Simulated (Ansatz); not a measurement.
An Ansatz (a quantum-chemistry and plane-wave program) run. Input:

Ansatz 0.2 input:
```yaml
crystal:
  lattice:
    - [5.3070430927, 0.0, 0.0]
    - [0.0, 5.3070430927, 0.0]
    - [0.0, 0.0, 5.3070430927]
  atoms:
    - { symbol: Nb, position: [0.25, 0.0, 0.5] }
    - { symbol: Nb, position: [0.5, 0.75, 0.0] }
    - { symbol: Nb, position: [0.75, 0.0, 0.5] }
    - { symbol: Nb, position: [0.5, 0.25, 0.0] }
    - { symbol: Nb, position: [0.0, 0.5, 0.75] }
    - { symbol: Nb, position: [0.0, 0.5, 0.25] }
    - { symbol: In, position: [0.0, 0.0, 0.0] }
    - { symbol: In, position: [0.5, 0.5, 0.5] }
kpoints:
  mp_grid: { grid: [8, 8, 8] }
hamiltonian:
  xc: r2scan
  pseudopotentials: { kind: paw }
scf:
  occupations: { method: gaussian, width: 0.1 }
checkpoint: { read: metal.run }
output: { write_density: true, elf: true, volumetric_format: npy }
basis: { fft_grid_basis: typed }
```

Output (shortened):

```
Pseudopotential: Nb, paw, valence charge 13
Pseudopotential: In, paw, valence charge 13
Functional definition: r2SCAN
Crystal: 8 atoms, lattice volume = 149.471 Å³
Basis set: ecut = 500 eV, 3791 PW (Γ), exchange–correlation on 160×160×160 points (64 copies of the dense FFT grid, shifted against one another)
Bands: 63, of which v1, the nominal top of the filled ones, is band 52 counted from 1 (51 counted from 0)
Symmetry: 48 space group operations
Space group: Pm-3n (ITA 223), of the structure as read, at distance tolerance 5.3e-5 Å
k-points: 35 of 512
Stability of the state it starts from, as read at its close in the unpolarized treatment …
iter 1 solved again at ethr=1.88e-8 eV; its pass at ethr=3.10e-3 eV (dr2=1.95e-5 eV) is discarded
SCF iter   1: F=—  HF=-38605.871880 eV  |F-HF|=—  |Δ(HF+E_count)|=         —  Δρ=1.93e-7  dr2=5.19e-11  dr2_τ=8.72e-12  ethr=1.88e-8  ⟨swp⟩=3.6  Hψ=13916  notcnv=0
preconditioner: auto → Kerker (q_TF=auto, 2.568 Å⁻¹)
SCF iter   2: F=-38605.871880 eV  HF=-38605.871880 eV  |F-HF|=1.46e-11  |Δ(HF+E_count)|=   1.03e-9  Δρ=1.05e-7  dr2=1.64e-11  dr2_τ=1.03e-11  ethr=1.00e-12  ⟨swp⟩=7.3  Hψ=7719  notcnv=0
SCF 1 converged in 2 iterations: F = -38605.871880 eV  dr2 = 1.64e-11
SCF converged after 2 iterations
Free energy (F): -38605.871880 eV
Harris-Foulkes:  -38605.871880 eV  (|F-HF|=1.46e-11)
Internal energy: -38605.814637 eV  (E = F + TS)
E sigma→0 (E₀):  -38605.843259 eV
Entropy (-TS):   -0.057242 eV (-7.155 meV/atom)
Fermi energy:    16.604909 eV
--- Per-component energies (eV) ---
  E_band       = -468.484903
  E_kinetic    = 2849.518991
  E_local      = -6046.294765  (includes V_loc(G=0)·N_el)
  E_nonlocal   = 1450.926139
  E_hartree    = 2040.923975
  E_xc         = -1421.359365
  E_vxc        = -1635.690641  (∫ρ·V_xc dr)
  E_paw        = -26909.001802  (= ΣΔE_a)
  E_vpaw       = -1273.000219  (= ΣTr[D̂ρ^β])
  E_aug_tail   = 0.000044  (compensation charges beyond the density's cutoff)
  E_vtau       = 104.207468  (kinetic-family band-sum trace: ∫τ·v_τ [+ j·A + Jᵃ·Aᵃ] dr)
  E_ewald      = -10571.304362
  E_core_change = 0.776507  (= ΣΔE_core)
  E_smearing   = -0.057242  (= −TS)
  E_closure    =  0.000000  (closes the sum)
  Σ components = -38605.871880   (vs F -38605.871880, Δ=0.00e0)
  [band-id]    e_kinetic+e_local+e_nonlocal+2·e_hartree+e_vxc+e_vpaw+e_augmentation_tail+e_vtau = -468.485033   (vs E_band -468.484903, Δ=-1.30e-4)
--- Band table (eV; the first three rows and the last of 35) ---
  k-point 0: bands = ["-39.8950", "-39.8188", "-39.8188", "-39.5873", "-39.5873", "-39.5873", "-16.1137", "-16.1137", "-15.9581", "-15.3738", "-15.3738", "-15.3738", "-15.0092", "-15.0092", "-15.0092", "-14.9867", "-14.9867", "-14.9867", "-14.8930", …
  k-point 1: bands = ["-39.8901", "-39.8210", "-39.8122", "-39.5972", "-39.5873", "-39.5873", "-16.1112", "-16.0808", "-15.9350", "-15.3720", "-15.3720", "-15.3570", "-15.0332", "-15.0332", "-15.0049", "-15.0008", "-14.9592", "-14.9592", "-14.8981", …
  k-point 2: bands = ["-39.8779", "-39.8272", "-39.7917", "-39.6249", "-39.5873", "-39.5873", "-16.1040", "-16.0535", "-15.7989", "-15.3681", "-15.3681", "-15.3108", "-15.0557", "-15.0557", "-15.0408", "-14.9924", "-14.9296", "-14.9296", "-14.9102", …
  k-point 34: bands = ["-39.7176", "-39.7176", "-39.7176", "-39.7176", "-39.7176", "-39.7176", "-15.3042", "-15.3042", "-15.2715", "-15.2715", "-15.2715", "-15.2715", "-15.2715", "-15.2715", "-15.0017", "-15.0017", "-15.0017", "-15.0017", "-15.0017", …
```

Cost: roughly 26 core-seconds on shared cores.

The workflow started from an entry of the Crystallography Open Database (COD). Its standing as an ambient phase is unchecked. The r²SCAN relaxation kept the symmetry of its start; its stability against distortions is not shown here. The run is not spin-polarised. Scalar-relativistic: spin–orbit coupling is off unless named, which matters more the heavier the elements.

Potentials: the later of the program's two PAW sets.

Ansatz is a plane-wave DFT program.
